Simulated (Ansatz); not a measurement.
Consider the following.

AlBN₂:
```
CELL_PARAMETERS angstrom
     -2.04375     2.04375     3.80859
      2.04375    -2.04375     3.80859
      2.04375     2.04375    -3.80859
ATOMIC_POSITIONS crystal
  Al 0.75000 0.25000 0.50000
  Al 0.00000 0.00000 0.00000
  B  0.25000 0.75000 0.50000
  B  0.50000 0.50000 0.00000
  N  0.18185 0.12500 0.55685
  N  0.87500 0.43185 0.05685
  N  0.56815 0.62500 0.44315
  N  0.37500 0.81815 0.94315
```

This is the PBEsol-relaxed structure.

### Question
All from DFT-PBEsol in the program Ansatz with PAW potentials, unless another level is named. Predict the highest zone-centre frequency (without LO–TO term).

### Answer
869 cm⁻¹.

### Question
And the Hill bulk and shear moduli?

### Answer
271 and 177 GPa.

Space group I-42d (chalcopyrite). The start of the workflow was typed in or built on a structure type; neither database checked (COD, Materials Project) lists it. Whether it is the stable phase at ambient conditions was not checked. The PBEsol relaxation kept the symmetry of its start; its stability against distortions is not shown here.

Potentials: the earlier of the program's two PAW sets. The files were generated under PBE; for other functionals the program regenerates the frozen cores, and for LDA and PBEsol the local potential too.
